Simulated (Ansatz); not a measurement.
The cell below belongs to a search over invented structures; it isn't taken from experiment.

Input and command of a plane-wave DFT calculation in Ansatz:

```yaml
crystal:
  lattice:
    - [5.83345083, 0.0, 0.0]
    - [-2.91672542, 5.05191661, 0.0]
    - [0.0, 0.0, 5.07518694]
  atoms:
    - { symbol: Be, position: [0.48739966, 0.51260034, 0.98645897] }
    - { symbol: Be, position: [0.48739966, 0.97479933, 0.98645897] }
    - { symbol: Be, position: [0.02520067, 0.51260034, 0.98645897] }
    - { symbol: Be, position: [0.51260034, 0.48739966, 0.48645897] }
    - { symbol: Be, position: [0.51260034, 0.02520067, 0.48645897] }
    - { symbol: Be, position: [0.97479933, 0.48739966, 0.48645897] }
    - { symbol: Zn, position: [0.33333333, 0.66666667, 0.08725987] }
    - { symbol: Zn, position: [0.66666667, 0.33333333, 0.58725987] }
    - { symbol: Se, position: [0.33333333, 0.66666667, 0.66889931] }
    - { symbol: Se, position: [0.66666667, 0.33333333, 0.16889931] }
basis:
  ecutwfc: 420
kpoints:
  mp_grid: { grid: [3, 3, 3] }
hamiltonian:
  xc: pbe
scf:
  occupations: { method: gaussian, width: 0.2 }
  lower_state_search: "off"
output:
  forces: true
  stress: true
  eigenvalues: true
relax:
  adjacent_minimum: "off"
  f_tol: 0.08
  max_steps: 16
  cell: { stress_tol: 0.8 }
```

```bash
ansatz run input.yaml --threads 1 --pin off --max-ram 2560MiB --backend cpu --events-out ev --progress --plain --runs-dir out
```

Processor: AMD EPYC 7R43 64-Core Processor (Zen 3), 1 thread, on a host shared with other jobs.

Q: Estimate time, memory and problem size.

A: About 71 s, peak memory 0.5 GiB. It solves 44 bands at 6 k points (after reduction by symmetry) with about 4181 plane waves (on the last cell), in 76 SCF iterations over 11 ionic steps.
